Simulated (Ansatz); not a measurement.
Starting cell, AlN (wurtzite):

```
CELL_PARAMETERS angstrom
      3.13030     0.00000     0.00000
     -1.56515     2.71092     0.00000
      0.00000     0.00000    10.03603
ATOMIC_POSITIONS crystal
  Al 0.66667 0.33333 0.00169
  Al 0.66667 0.33333 0.50169
  Al 0.33333 0.66667 0.25169
  Al 0.33333 0.66667 0.75169
  N  0.66667 0.33333 0.31091
  N  0.66667 0.33333 0.81091
  N  0.33333 0.66667 0.06091
  N  0.33333 0.66667 0.56091
```

A phonon eigenvector at A = (0.0, 0.0, 0.5) is frozen into this cell: atom i moves by Q times the vector below, so Q is the largest atomic displacement, in Å. The cell is held. It is one choice among 4 degenerate patterns. (q is in reciprocal vectors of the primitive cell; the cell shown is doubled to hold the pattern.)

```json
[
 {"atom": "Al1", "x": "0.000", "y": "1.000", "z": "0.000"},
 {"atom": "Al2", "x": "0.000", "y": "-1.000", "z": "0.000"},
 {"atom": "Al3", "x": "0.000", "y": "0.129", "z": "0.000"},
 {"atom": "Al4", "x": "0.000", "y": "-0.129", "z": "0.000"},
 {"atom": "N5", "x": "0.000", "y": "0.022", "z": "0.000"},
 {"atom": "N6", "x": "0.000", "y": "-0.022", "z": "0.000"},
 {"atom": "N7", "x": "0.000", "y": "0.955", "z": "0.000"},
 {"atom": "N8", "x": "0.000", "y": "-0.955", "z": "0.000"}
]
```

All values below come from PBE (plane waves to 420 eV, PAW, scalar-relativistic; Ansatz, a quantum-chemistry and plane-wave program). k mesh 12×12×4 (Γ-centred), Fermi-Dirac smearing 0.05 eV. The energy includes the smearing's −TS. AlN was relaxed with its symmetry unable to fall. The zero of ΔE is the undisplaced structure.

```csv
Q (Å),ΔE (meV/cell)
-0.100,44.0
-0.067,19.6
-0.033,4.9
0.000,0.0
0.033,4.9
0.067,19.6
0.100,44.0
```

Problem. Which DFPT wavenumber at A = (0.0, 0.0, 0.5) belongs to this mode?
(A) 804 cm⁻¹
(B) 640 cm⁻¹
(C) 339 cm⁻¹
(D) 173 cm⁻¹

Solution. D, 173 cm⁻¹. The curvature of the scan gives 173 cm⁻¹

(A displaced cell: forces are minus the slopes of the energy, force constants its curvatures, and phonons follow from these.)
